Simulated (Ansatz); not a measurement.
BAs (zinc blende)

```
CELL_PARAMETERS angstrom
      0.00000     2.40468     2.40468
      2.40468     0.00000     2.40468
      2.40468     2.40468     0.00000
ATOMIC_POSITIONS crystal
  As 0.75000 0.75000 0.75000
  B  0.00000 0.00000 0.00000
```

The slice is a {110} plane (indices of the conventional cell) through the point (0.000, 0.000, 0.000) (fractional), spanned by u = [100] and v = [1 -1 -1] in vectors of this cell: u (3.40 Å) and v (4.81 Å, at 90° to u). It covers one period; positions are fractions (u, v).

These are PBE (plane waves to 420 eV, PAW, scalar-relativistic; Ansatz, a first-principles code) values and carry that method's errors. k mesh 12×12×12. Inside the PAW spheres the values are not all-electron values, and peaks at nuclei hang on which shells count as valence. BAs was relaxed with its symmetry unable to fall. The PAW data are Ansatz's earlier set.

Problem. The ELF has a maximum in the middle third of the As–B line. Where, and how high?

Solution. 0.91, 1.2 Å from As.

Problem. What is the valence density on the shortest As–B line in this plane (2.08 Å), at its minimum between the atoms?

Solution. 0.73 e/Å³.

Problem. Predict the map of the electron localisation function (ELF) on the slice.

Solution. 
```
|xxxxxx::++******++++==----==++++******++::xxxx|
|xxxx..--==++++++==--::::::::--==++++++==--..xx|
|------==++====--::::........::::--====++==----|
|++++++++++==--::....        ....::--==++++++++|
|******++++==--....            ....--==++++****|
|******++==--::..                ..::--==++****|
|++++++==--::..                    ..::--==++++|
|====----::....                    ....::----==|
|--::::::....                        ....::::::|
|........                                ......|
|....                                        ..|
|                                              |
|                    ........                  |
|                ....::::::::....              |
|            ....::------------::....          |
|          ....::--==++++++++==--::....        |
|        ..::--====++++****++++====--::..      |
|      ....--==++++************++++==--..      |
|      ..::--==++++****++++****++++==--::..    |
|    ..::--==++++++++========++++++++==--::..  |
|....::--==++++++++==::::::::==++++++++==--::..|
|..::--==++++++++==::xxxxxxxx::==++++++++==--::|
|----==++******++--xxxxxxxxxxxx--++******++==--|
|====++**####**++--xxxxxxxxxxxx--++**####**++==|
|++**##%%%%%%##**--xxxxxxxxxxxx--**##%%%%%%##**|
|**##%%%%@@%%%%##++::xxxxxxxx::++##%%%%@@%%%%##|
|**##%%@@@@@@%%%%**==--::::--==**%%%%@@@@@@%%##|
|++**%%@@@@@@@@%%##**++====++**##%%@@@@@@@@%%**|
|--==**%%@@@@@@@@%%##********##%%@@@@@@@@%%**==|
|xxxx==##@@@@@@@@%%##********##%%@@@@@@@@##==xx|
|xxxxxx++%%@@@@%%%%##********##%%%%@@@@%%++xxxx|
|xxxxxx--**##%%####**++++++++**####%%##**--xxxx|
```
Scale: ten equal steps from 0.01 (start of ' ') to 0.91 (end of '@'), in the order ' .:-=+*#%@'. Values: electron localisation function (ELF). The map has 23 points along u (two characters each, u = 0 at the left) and 32 along v (v = 0 in the bottom row). Points within 0.4 Å of a nucleus are blanked (x), as the pseudised field means little there.
